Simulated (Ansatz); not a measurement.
# How far is PAW off for Bi?

```yaml
crystal:
  lattice:
    - [2.27300, 1.31232, 3.99354]
    - [-2.27300, 1.31232, 3.99354]
    - [0.00000, -2.62463, 3.99354]
  atoms:
    - { symbol: Bi, position: [0.23389, 0.23389, 0.23389] }
    - { symbol: Bi, position: [0.76611, 0.76611, 0.76611] }
```

Atom numbers follow the list: Bi1, Bi2.

Structure: COD 9009658, as refined from experiment and not relaxed. The listed cell was then made from it by scaling, straining or moving an atom.

Spin–orbit coupling is left out, though it moves levels of the heavy atoms by tenths of an eV or more.

Levels of theory: DFT, PBEsol, PAW with Ansatz's default frozen-core files, scalar-relativistic (Ansatz 0.2.0); DFT, PBEsol, all-electron LAPW, scalar-relativistic (Ansatz 0.2.0).

For PAW: a Γ-centred 10×10×10 k mesh, Fermi–Dirac smearing of 0.03 eV, cutoff 420 eV, no spin polarisation; the PAW files were made with PBE, and the program remakes their frozen cores for this functional. LAPW targets a basis error of 0.5 meV/atom. The Ansatz runs share mesh, smearing and spin set-up. Plane-wave (PAW) pressures include the program's estimate of the Pulay term.

Stress and pressure are positive in compression.

PAW results:

```json
{"quantity": "pressure (GPa)", "PAW": "-1.05"}
{"quantity": "stress xx (GPa)", "PAW": "-1.00"}
{"quantity": "stress zz (GPa)", "PAW": "-1.15"}
{"quantity": "force on Bi1, z (eV/Å)", "PAW": "0.051"}
```

(1) What does full-potential LAPW give for the same quantities?

Answers

(1) 
| quantity | LAPW |
| --- | --- |
| pressure (GPa) | -1.03 |
| stress xx (GPa) | -0.98 |
| stress zz (GPa) | -1.13 |
| force on Bi1, z (eV/Å) | 0.052 |
